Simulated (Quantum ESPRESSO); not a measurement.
## AlSi2PC4 (a curve over strain)

A calculation, not a measurement. The program is pw.x of Quantum ESPRESSO 7.5 (plane-wave density functional theory). The cell is made up: 8 atoms on a zincblende/diamond lattice, with randomly drawn elements, strain and displacements, not relaxed. PseudoDojo standard norm-conserving files (v0.5 for PBE, v0.4.1 for LDA and PBEsol) set the functional; there is no spin polarisation, spin-orbit coupling or dispersion term, and the masses in the input are unused placeholders.

Seven runs add a strain to one cell (the same linear strain along x, y and z); the atoms follow the cell and are not relaxed. Stress in the table is positive in tension.

Input of the run at +0.0008:

```
&control calculation='scf', pseudo_dir='./dojo.nc.sr.pbe.v0_5.standard.upf', outdir='./o', disk_io='medium', tprnfor=.true., tstress=.true. /
&system ibrav=0, nat=8, ntyp=4, nbnd=22, ecutwfc=82.02448710, nosym=.true., tot_charge=0,
 occupations='smearing', smearing='fd', degauss=0.0018374661
/
&electrons conv_thr=7.350e-09, electron_maxstep=60, /
ATOMIC_SPECIES
Al 1.0 Al.upf
C 1.0 C.upf
P 1.0 P.upf
Si 1.0 Si.upf
CELL_PARAMETERS angstrom
4.3486 0.0018 0.0432
0.0018 4.4314 -0.0078
0.0432 -0.0078 4.4574
ATOMIC_POSITIONS angstrom
Al 0.0112 -0.0527 0.0699
Si 0.0398 2.3028 2.314
P 2.1242 0.0024 2.2935
Si 2.2495 2.2669 -0.042
C 1.0493 1.0521 1.201
C 1.1662 3.3049 3.3505
C 3.1813 1.0857 3.4912
C 3.1481 3.3011 1.1624
K_POINTS automatic
4 4 4 1 1 1
```

```
added strain  free energy less that of the input shown (eV)  stress xx (GPa)  stress yy (GPa)  stress zz (GPa)  stress xy (GPa)  pressure (GPa)  iterations
     -0.0152                                         0.1433           -15.71            -8.87            -8.48             0.38           11.02          12
     -0.0067                                         0.0343            -9.90            -3.03            -2.68             0.21            5.20          12
     -0.0028                                         0.0103            -7.44            -0.56            -0.23             0.14            2.74          12
     +0.0008                                         0.0000            -5.26             1.61             1.93             0.07            0.57          12
     +0.0077                                         0.0152            -1.36             5.50             5.80            -0.04           -3.31          12
     +0.0180                                         0.1155             3.85            10.67            10.94            -0.19           -8.48          12
     +0.0212                                         0.1644             5.33            12.13            12.39            -0.23           -9.95          12
```

A cubic fit gives a slope of stress xx against the added strain of 596 GPa at zero added strain, with the atoms clamped. Across the table the free energy follows the integral of the stress to within 3.5 meV. A rerun of one of the cells at 1347 eV and a 6 x 6 x 6 mesh moved values by no more than 0.007 eV in energy, 0.06 GPa in stress and 0.004 eV/Å in force.